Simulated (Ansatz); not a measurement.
SnTe:
```cif
data_SnTe
_chemical_formula_sum 'Te1 Sn1'
_space_group_name_H-M_alt 'P 1'
_space_group_IT_number 1
_cell_length_a 4.53216
_cell_length_b 4.53216
_cell_length_c 4.53216
_cell_angle_alpha 60.000
_cell_angle_beta 60.000
_cell_angle_gamma 60.000
loop_
_space_group_symop_operation_xyz
  'x, y, z'
loop_
_atom_site_label
_atom_site_type_symbol
_atom_site_fract_x
_atom_site_fract_y
_atom_site_fract_z
_atom_site_occupancy
Te1 Te 0.50000 0.50000 0.50000 1
Sn1 Sn 0.00000 0.00000 0.00000 1
```

Relaxed with PBE. PBE (plane waves, PAW; program Ansatz) gives a gap of 0.05 eV.

Task: What gap does HSE06 give on the same cell (Ansatz, PAW)?

Result: 0.30 eV, 0.25 eV more. The hybrid was solved on a coarser mesh and at special points; its gap is the smallest among all of these.

| k | v1 PBE | c1 PBE | v1 HSE06 | c1 HSE06 |
|---|---|---|---|---|
| Γ | -2.00 | 3.25 | [?] | [?] |
| X | -3.49 | 2.39 | [?] | [?] |
| L | 0.00 | 0.05 | 0.00 | 0.30 |
| W | -0.81 | 0.86 | [?] | [?] |
| K | -2.58 | 2.92 | [?] | [?] |

Task: Top valence (v1) and lowest conduction level (c1) in eV from each method's valence maximum (which need not be a listed point): supply the withheld HSE06 values.

Result: 
- K, v1 HSE06: -2.90
- K, c1 HSE06: 3.36
- X, v1 HSE06: -4.01
- X, c1 HSE06: 2.65
- W, v1 HSE06: -0.99
- W, c1 HSE06: 1.14
- Γ, v1 HSE06: -2.35
- Γ, c1 HSE06: 3.79

Cost on shared cores: the PBE run (SCF on a 8×8×8 mesh, then bands and DOS) about 12 core-seconds (a rough figure), the HSE06 run (SCF on 6×6×6, then a few points) roughly 100 core-seconds; the tasks are unlike.

Space group Fm-3m (rock salt). The cell was relaxed with PBE under the symmetry of its start. At this level the phase is dynamically unstable (imaginary phonons). Spin–orbit coupling is left out wherever it is not named.

Potentials: the later of the program's two PAW sets.
